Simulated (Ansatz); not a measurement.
BP:
```yaml
crystal:
  lattice:
    - [0.00000, 2.26821, 2.26821]
    - [2.26821, 0.00000, 2.26821]
    - [2.26821, 2.26821, 0.00000]
  atoms:
    - { symbol: B, position: [0.00000, 0.00000, 0.00000] }
    - { symbol: P, position: [0.75000, 0.75000, 0.75000] }
```

Relaxed with r²SCAN.

**Question.** Map the electron localisation function on the plane through (0.000, 0.000, 0.000) spanned by u = [1, 0, 0] and v = [-1, 1, 1] in lattice vectors, from DFT-r²SCAN in the program Ansatz with PAW potentials.

**Answer.** x is the fraction of u, y of v (the angle between them is 90°; rows are the nearest grid lines); atoms in the plane: B at (0.00, 0.00), P at (0.50, 0.75).
```
y \ x   0.000  0.0625  0.188  0.250  0.375  0.438   0.562  0.625  0.750  0.812  0.938   1.00
------  -----  ------  -----  -----  -----  -----  ------  -----  -----  -----  -----  -----
1.00    0.000   0.008  0.602  0.759  0.710  0.609   0.609  0.710  0.759  0.602  0.008  0.000
0.913   0.183   0.370  0.913  0.942  0.891  0.761   0.762  0.891  0.942  0.913  0.368  0.183
0.826   0.609   0.707  0.926  0.945  0.729  0.186   0.192  0.726  0.945  0.926  0.706  0.609
0.783   0.554   0.643  0.883  0.899  0.339  0.006  -0.005  0.340  0.899  0.883  0.643  0.554
0.696   0.244   0.322  0.619  0.622  0.107  0.008   0.009  0.106  0.622  0.619  0.322  0.244
0.609   0.054   0.081  0.331  0.466  0.573  0.565   0.566  0.573  0.466  0.331  0.081  0.054
0.522   0.019   0.025  0.122  0.253  0.534  0.609   0.609  0.534  0.253  0.122  0.025  0.019
0.478   0.019   0.022  0.061  0.126  0.348  0.429   0.429  0.348  0.125  0.061  0.022  0.019
0.391   0.054   0.050  0.036  0.037  0.062  0.083   0.083  0.062  0.037  0.036  0.050  0.054
0.304   0.244   0.222  0.104  0.058  0.022  0.018   0.018  0.022  0.058  0.104  0.222  0.244
0.217   0.554   0.526  0.320  0.188  0.038  0.018   0.018  0.038  0.188  0.320  0.526  0.554
0.174   0.609   0.587  0.406  0.271  0.067  0.032   0.032  0.067  0.271  0.405  0.587  0.609
0.0870  0.183   0.223  0.407  0.419  0.265  0.182   0.182  0.265  0.419  0.407  0.224  0.183
0.000   0.000   0.008  0.602  0.759  0.710  0.609   0.609  0.710  0.759  0.602  0.008  0.000
```

The density is the valence pseudo-density with augmentation charge, so density and ELF within about 1 Å of a nucleus are not all-electron values.

Space group F-43m (zinc blende). Symmetry was held in the r²SCAN relaxation; phonons on a q-mesh show no instability.

Potentials: the earlier of the program's two PAW sets.
